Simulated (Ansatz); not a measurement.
An element in the sc structure gives these cold pressures by all-electron LAPW under LDA (Ansatz 0.2.0, scalar-relativistic, no spin polarisation).

| V (Å³/atom) | P (GPa) |
| --- | --- |
| 9.82 | -0.02 |
| 8.84 | 10.05 |
| 7.86 | 25.9 |
| 6.87 | 51.3 |
| 5.89 | 92.7 |
| 4.91 | 166.6 |
| 3.93 | 305.7 |

Q: Which element is it?

A: Be. Its zero-pressure volume in this structure is near 9.8 Å³/atom; the volume and the steepness of P(V) together point to it, though neighbours can come close. This is the case that was computed; others weren't tested.
